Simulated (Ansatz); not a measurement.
Al2Ru:
```cif
data_Al4Ru2
_chemical_formula_sum 'Al4 Ru2'
_space_group_name_H-M_alt 'I4/mmm'
_space_group_IT_number 139
_space_group_name_Hall '-I 4 2'
_cell_length_a 3.12138
_cell_length_b 3.12138
_cell_length_c 8.42253
_cell_angle_alpha 90.000
_cell_angle_beta 90.000
_cell_angle_gamma 90.000
loop_
_atom_site_label
_atom_site_type_symbol
_atom_site_symmetry_multiplicity
_atom_site_Wyckoff_symbol
_atom_site_fract_x
_atom_site_fract_y
_atom_site_fract_z
_atom_site_occupancy
Al1 Al 4 e 0.00000 0.00000 0.34091 1
Ru1 Ru 2 a 0.00000 0.00000 0.00000 1
```
(The calculation used a cell of 3 atoms; values per cell refer to that cell.)

Relaxed with PBEsol.

Problem. Which orbitals make up the states near the Fermi level in the program Ansatz at the PBEsol level (PAW)?

Solution. Within 0.5 eV of the Fermi level: Ru 4d 60 %, Al 3p 32 %, Al 3s 6 %. Projections are on Löwdin-orthogonalised atomic valence shells; empty p or d shells of many metals are not among them.

Problem. Tabulate the density of states.

Solution. States/eV per cell of 3 atoms, in 0.25 eV bins, energy from the Fermi level.

| E (eV) | total | Ru 4d | Al 3p | Al 3s |
|---|---|---|---|---|
| -7.85 | 0.59 | 0.05 | 0.29 | 0.18 |
| -7.60 | 0.64 | 0.07 | 0.31 | 0.19 |
| -7.35 | 0.70 | 0.10 | 0.34 | 0.20 |
| -7.10 | 0.81 | 0.14 | 0.38 | 0.23 |
| -6.85 | 0.78 | 0.17 | 0.34 | 0.22 |
| -6.60 | 1.34 | 0.45 | 0.42 | 0.40 |
| -6.35 | 1.03 | 0.28 | 0.37 | 0.32 |
| -6.10 | 1.14 | 0.31 | 0.42 | 0.34 |
| -5.85 | 1.11 | 0.38 | 0.40 | 0.29 |
| -5.60 | 1.08 | 0.43 | 0.39 | 0.22 |
| -5.35 | 1.11 | 0.48 | 0.42 | 0.17 |
| -5.10 | 1.14 | 0.52 | 0.44 | 0.13 |
| -4.85 | 1.02 | 0.47 | 0.40 | 0.10 |
| -4.60 | 1.61 | 0.76 | 0.67 | 0.09 |
| -4.35 | 1.54 | 0.74 | 0.65 | 0.08 |
| -4.10 | 1.72 | 0.97 | 0.61 | 0.08 |
| -3.85 | 2.09 | 1.55 | 0.44 | 0.05 |
| -3.60 | 1.67 | 1.15 | 0.39 | 0.08 |
| -3.35 | 2.63 | 1.83 | 0.57 | 0.12 |
| -3.10 | 2.08 | 1.45 | 0.46 | 0.07 |
| -2.85 | 2.85 | 2.23 | 0.48 | 0.07 |
| -2.60 | 4.01 | 3.10 | 0.72 | 0.09 |
| -2.35 | 4.27 | 3.22 | 0.85 | 0.10 |
| -2.10 | 3.82 | 2.77 | 0.83 | 0.13 |
| -1.85 | 1.70 | 1.26 | 0.36 | 0.04 |
| -1.60 | 2.39 | 1.97 | 0.35 | 0.04 |
| -1.35 | 2.98 | 2.20 | 0.62 | 0.10 |
| -1.10 | 1.62 | 0.82 | 0.60 | 0.14 |
| -0.85 | 1.04 | 0.29 | 0.58 | 0.13 |
| -0.60 | 0.88 | 0.15 | 0.54 | 0.14 |
| -0.35 | 0.45 | 0.05 | 0.30 | 0.07 |
| -0.10 | 0.13 | 0.02 | 0.10 | 0.01 |
| 0.15 | 0.86 | 0.62 | 0.19 | 0.03 |
| 0.40 | 1.56 | 1.16 | 0.32 | 0.05 |
| 0.65 | 1.42 | 0.99 | 0.35 | 0.05 |
| 0.90 | 0.85 | 0.49 | 0.29 | 0.05 |
| 1.15 | 0.65 | 0.33 | 0.26 | 0.05 |
| 1.40 | 0.61 | 0.27 | 0.25 | 0.08 |
| 1.65 | 0.63 | 0.24 | 0.25 | 0.11 |
| 1.90 | 0.78 | 0.28 | 0.26 | 0.19 |
| 2.15 | 0.95 | 0.31 | 0.32 | 0.25 |
| 2.40 | 1.08 | 0.33 | 0.42 | 0.24 |
| 2.65 | 1.03 | 0.26 | 0.43 | 0.23 |
| 2.90 | 1.73 | 0.35 | 0.60 | 0.37 |
| 3.15 | 2.33 | 0.48 | 0.74 | 0.54 |
| 3.40 | 1.77 | 0.31 | 0.68 | 0.37 |
| 3.65 | 1.62 | 0.26 | 0.64 | 0.36 |
| 3.90 | 1.52 | 0.21 | 0.60 | 0.38 |
| 4.15 | 1.47 | 0.18 | 0.58 | 0.38 |
| 4.40 | 1.39 | 0.15 | 0.56 | 0.36 |
| 4.65 | 1.30 | 0.13 | 0.54 | 0.32 |

The first step of the workflow began from a Materials Project structure, measured or hypothetical; the Crystallography Open Database copy checked does not list it. With Al and Ru taken as one species the cell has the higher symmetry I4/mmm, so it may be an ordered model of a mixed-site phase. Its standing as an ambient phase is unchecked. Symmetry was held in the PBEsol relaxation; of distortions, only those at the zone centre were tested. No spin polarisation was allowed. Scalar-relativistic: spin–orbit coupling is off unless named, which matters more the heavier the elements.

Potentials: the later of the program's two PAW sets.
